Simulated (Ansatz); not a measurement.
Sr (hcp (Mg type), P6_3/mmc) under volume change, plane-wave PAW LDA (Ansatz code), shape and atoms relaxed at each volume.

| V (Å³/atom) | E − E(relaxed) (meV/atom) | P (GPa) |
|---|---|---|
| 44.428 | 18.1 | 1.40 |
| 45.893 | 7.7 | 0.88 |
| 47.357 | 1.9 | 0.42 |
| 48.822 | 0.0 | 0.00 |
| 50.286 | 1.7 | -0.37 |
| 51.751 | 6.6 | -0.70 |
| 53.216 | 14.3 | -0.98 |

Q: What does a third-order Birch–Murnaghan fit give for V₀, B₀ and B′?

A: V₀ = 48.83 Å³/atom, B₀ = 13.0 GPa, B′ = 2.9.

The workflow started from a Materials Project entry (that database holds measured and hypothetical structures alike); the Crystallography Open Database files this formula in space group No. 194, but the cells were not matched. It is not the phase usual at ambient conditions (space group No. 225). Symmetry was held in the LDA relaxation; of distortions, only those at the zone centre were tested.

Potentials: the later of the program's two PAW sets.
